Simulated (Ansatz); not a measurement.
KPH₂O₄:
```xyz
16
Lattice="0.0000 5.3006 3.4725 5.2587 0.0000 3.4725 5.2587 5.3006 0.0000" Properties=species:S:1:pos:R:3 pbc="T T T"
K      5.2587     5.3006     1.7145
K      2.6294     2.6503     3.4508
H      5.9527     2.2776     2.6372
H      4.5647     8.3237     2.6372
H      7.1941     4.9279     4.3735
H      3.3233     5.6733     4.3735
P      5.2587     5.3006     5.3223
P      2.6294     2.6503     0.1135
O      2.9910     3.8809     0.9148
O      2.2677     1.4197     0.9148
O      4.8971     1.2306     2.6510
O      0.3616     4.0700     2.6510
O      3.8388     7.5909     2.6286
O      6.6786     3.0103     2.6286
O      4.0492     4.9406     4.3649
O      6.4682     5.6606     4.3649
```

Relaxed with r²SCAN. Independent-particle spectrum: no excitons, no local fields, no scissors shift; 0.1 eV broadening; ε₁ of the summed bands alone.

Problem. Tabulate the dielectric function from plane-wave PAW r²SCAN (Ansatz code).

Solution. 

```tsv
E (eV)	ε₁ xx	ε₂ xx	ε₁ yy	ε₂ yy	ε₁ zz	ε₂ zz
0.0	2.24	0.00	2.32	0.00	2.14	0.00
0.4	2.24	0.00	2.32	0.00	2.14	0.00
0.8	2.25	0.00	2.33	0.00	2.14	0.00
1.2	2.25	0.00	2.33	0.00	2.15	0.00
1.6	2.26	0.00	2.34	0.00	2.16	0.00
2.0	2.27	0.00	2.35	0.00	2.17	0.00
2.4	2.29	0.00	2.37	0.00	2.18	0.00
2.8	2.30	0.00	2.39	0.00	2.20	0.00
3.2	2.32	0.00	2.41	0.00	2.22	0.00
3.6	2.35	0.00	2.44	0.00	2.24	0.00
4.0	2.38	0.00	2.47	0.00	2.27	0.00
4.4	2.41	0.00	2.51	0.00	2.30	0.00
4.8	2.45	0.00	2.56	0.00	2.34	0.00
5.2	2.50	0.00	2.61	0.00	2.38	0.00
5.6	2.56	0.00	2.68	0.00	2.44	0.00
6.0	2.64	0.00	2.76	0.00	2.51	0.00
6.4	2.75	0.01	2.87	0.00	2.60	0.00
6.8	2.90	0.11	3.02	0.01	2.73	0.01
7.2	2.95	0.19	3.20	0.04	2.87	0.08
7.6	3.06	0.23	3.52	0.11	3.05	0.12
8.0	3.29	0.40	3.70	0.50	3.33	0.40
8.4	3.32	0.61	3.82	0.72	3.42	0.66
8.8	3.38	0.72	4.18	1.14	3.67	1.27
9.2	3.57	1.08	4.30	2.00	3.15	1.33
9.6	3.29	1.27	2.87	2.41	2.79	1.32
10.0	3.51	1.77	3.44	2.26	3.06	1.78
10.4	3.34	2.16	2.70	3.06	2.58	2.26
10.8	1.87	2.52	2.19	2.41	2.21	1.79
11.2	2.38	1.86	1.81	2.67	2.19	2.24
11.6	2.34	1.82	1.56	2.39	2.11	1.59
12.0	2.33	2.27	1.32	2.33	2.35	1.94
```

Problem. From ε at 8.2 eV (xx: 3.30 + 0.52i), find n, k, the normal reflectivity and the absorption coefficient.

Solution. n = 1.82, k = 0.143, R = 9 %, α = 2kE/ħc = 120000 cm⁻¹.

With all bands, ε∞ without local fields is 2.38 (xx), 2.46 (yy), 2.30 (zz).

Space group Fdd2. The workflow started from a Materials Project entry (that database holds measured and hypothetical structures alike); the Crystallography Open Database files this formula in space group No. 43, but the cells were not matched. Whether it is the stable phase at ambient conditions was not checked. Symmetry was held in the r²SCAN relaxation; its stability against distortions is not shown here.

Potentials: the earlier of the program's two PAW sets. The files were generated under PBE; for other functionals the program regenerates the frozen cores, and for LDA and PBEsol the local potential too.
